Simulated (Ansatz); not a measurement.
The relaxed structure here is a generated cell of SnF3: the first start was made by placing the elements on the sites of a structure type, and the end was not matched to a known phase here, so it may be hypothetical.

One stationary structure of SnF3. Method: r2SCAN (plane waves to 500 eV, PAW, scalar-relativistic; Ansatz, an electronic-structure program).

```
CELL_PARAMETERS angstrom
      4.26674     0.00000     0.00000
      0.00000     4.26674     0.00000
      0.00000     0.00000     4.26674
ATOMIC_POSITIONS crystal
  Sn 0.50000 0.50000 0.50000
  F  0.50000 0.00000 0.50000
  F  0.50000 0.50000 0.00000
  F  0.00000 0.50000 0.50000
```

Find the space group and the Wyckoff positions (tolerance 0.01 Å).

Space group Pm-3m (No. 221); a = b = c = 4.2667 Å, α = β = γ = 90.00°

| atom | site | symmetry | x | y | z |
|---|---|---|---|---|---|
| Sn | 1b | m-3m | 0.5000 | 0.5000 | 0.5000 |
| F | 3c | 4/mm.m | 0.0000 | 0.5000 | 0.5000 |

This is the ReO3 type.

Give the shortest distances between elements (the closest pairs, up to four, under 3.6 Å).

F–Sn 2.13 Å; F–F 3.02 Å.

```json
{
 "volume_per_atom": "19.42 Å³",
 "density": "3.76 g/cm³",
 "band_gap": "no gap (metallic)"
}
```

No spin polarisation in the result. The relaxed primitive cell holds an odd number of electrons. A magnetic state may lie lower.

The run could not lose the symmetry of its start: the end is stationary, and may be a saddle point rather than a minimum.
